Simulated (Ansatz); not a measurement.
Problem. GaAs (rock salt, Fm-3m) is relaxed with the program Ansatz at the PBE level (PAW). What lattice parameters of the conventional cell result?

Solution. a = 5.393 Å.

Problem. Is it a metal or does it have a gap at this level?

Solution. No gap at this level.

The start of the workflow was typed in or built on a structure type; neither database checked (COD, Materials Project) lists it. It is not the phase usual at ambient conditions (space group No. 216). The cell was relaxed with PBE under the symmetry of its start; its stability against distortions is not shown here. The volume moved by 18 % from the start of the relaxation. Spin–orbit coupling is left out wherever it is not named.

Potentials: the later of the program's two PAW sets.
